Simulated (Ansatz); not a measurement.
V:
```
CELL_PARAMETERS angstrom
      0.00000     2.84248     2.84248
      2.84248     0.00000     2.84248
      2.84248     2.84248     0.00000
ATOMIC_POSITIONS crystal
  V  0.00000 0.00000 0.00000
  V  0.25000 0.25000 0.25000
```
Starting moments (μB, in the order of the atoms V V): 3.1 3.1.

Relaxed with r²SCAN.

Q: Tabulate the valence density and the electron localisation function along the shortest V–V contact (2.46 Å), DFT-r²SCAN in the program Ansatz with PAW potentials.

A: 

| distance from V (Å) | density (e/Å³) | ELF |
|---|---|---|
| 0.25 | 13.14 | 0.70 |
| 0.37 | 9.49 | 0.69 |
| 0.49 | 6.04 | 0.65 |
| 0.62 | 3.38 | 0.57 |
| 0.74 | 1.65 | 0.47 |
| 0.86 | 0.79 | 0.37 |
| 0.98 | 0.49 | 0.31 |
| 1.11 | 0.38 | 0.32 |
| 1.23 | 0.34 | 0.34 |
| 1.35 | 0.38 | 0.32 |
| 1.48 | 0.49 | 0.31 |
| 1.60 | 0.79 | 0.37 |
| 1.72 | 1.65 | 0.47 |
| 1.85 | 3.38 | 0.57 |
| 1.97 | 6.04 | 0.65 |
| 2.09 | 9.49 | 0.69 |
| 2.22 | 13.14 | 0.70 |

The density is the valence pseudo-density with augmentation charge, so density and ELF within about 1 Å of a nucleus are not all-electron values.

Space group Fd-3m (diamond). The start of the workflow was typed in or built on a structure type; neither database checked (COD, Materials Project) lists it. It is not the phase usual at ambient conditions (space group No. 229). The cell was relaxed with r²SCAN under the symmetry of its start; its stability against distortions is not shown here. Magnetic state: ferromagnetic, chosen from 4 collinear starts compared on coarse meshes (ties went to the first, and starts can fall back to one state), not a proven ground state. The program gave a warning on the electronic state, which may not be the lowest.

Potentials: the earlier of the program's two PAW sets.
